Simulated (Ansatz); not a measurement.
AgCl (rock salt, space group No. 225) at seven volumes, DFT-r²SCAN in the program Ansatz with PAW potentials, scaled uniformly. One row is withheld.

```csv
V (Å³/atom),P (GPa)
19.392,6.08
20.031,3.67
20.671,?
21.310,0.01
21.949,-1.38
22.589,-2.53
23.228,-3.48
```

Question: Fit the shown pressures and predict the withheld one.

Answer: P = (3/2)B₀(x^(7/2) − x^(5/2))[1 + (3/4)(B′ − 4)(x − 1)] with x = (V₀/V)^(2/3). Least squares on the six rows gives V₀ = 21.312 Å³/atom, B₀ = 50.5 GPa, B′ = 5.15. At V = 20.671, x = 1.0206 and P = 1.67 GPa. The run itself gave 1.67 GPa.

Space group Fm-3m (rock salt). The r²SCAN relaxation kept the symmetry of its start; phonons on a q-mesh show no instability. No spin polarisation was allowed.

Potentials: the later of the program's two PAW sets.
